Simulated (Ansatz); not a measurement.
CeO2:
```
CELL_PARAMETERS angstrom
      5.07639     0.00000     0.00000
      0.00000     5.07639     0.00000
      0.00000     0.00000     3.60295
ATOMIC_POSITIONS crystal
  Ce 0.50000 0.50000 0.50000
  Ce 0.00000 0.00000 0.00000
  O  0.81296 0.18704 0.50000
  O  0.18704 0.81296 0.50000
  O  0.31296 0.31296 0.00000
  O  0.68704 0.68704 0.00000
```

Relaxed with PBEsol. Special points in fractions of this cell's reciprocal vectors: Γ (0.000, 0.000, 0.000); X (0.000, 0.500, 0.000); M (0.500, 0.500, 0.000); Z (0.000, 0.000, 0.500); R (0.000, 0.500, 0.500); A (0.500, 0.500, 0.500).

### Question
List the band energies nearest the valence-band maximum at these points for PBEsol (plane waves, PAW; program Ansatz).

### Answer
In eV from the valence-band maximum; about four levels below and three above (degenerate sets whole), none deeper than 8.9 eV; points with the same levels are listed once.

```json
[
 {"k": "Γ", "below": "-0.43 -0.43 -0.30 0.00", "above": "2.22 2.22 2.25"},
 {"k": "X", "below": "-0.72 -0.72 -0.56 -0.56", "above": "2.22 2.22 2.32 2.32"},
 {"k": "M", "below": "-0.58 -0.58 -0.57 -0.57", "above": "2.12 2.12 2.32 2.32 2.33 2.33"},
 {"k": "Z", "below": "-0.63 -0.63 -0.07 -0.07", "above": "2.32 2.32 2.32 2.32"},
 {"k": "R", "below": "-0.70 -0.70 -0.37 -0.37", "above": "2.23 2.23 2.25 2.25"},
 {"k": "A", "below": "-0.66 -0.66 -0.45 -0.45", "above": "2.24 2.24 2.29 2.29"}
]
```

Space group P4_2/mnm (rutile). The workflow started from a Materials Project entry (that database holds measured and hypothetical structures alike); the Crystallography Open Database copy checked does not list it. It is not the phase usual at ambient conditions (space group No. 225). The cell was relaxed with PBEsol under the symmetry of its start; its stability against distortions is not shown here. The run is not spin-polarised. The 4f shell is in the valence. No Hubbard U is applied. Scalar-relativistic: spin–orbit coupling is off unless named, which matters more the heavier the elements.

Potentials: the later of the program's two PAW sets.
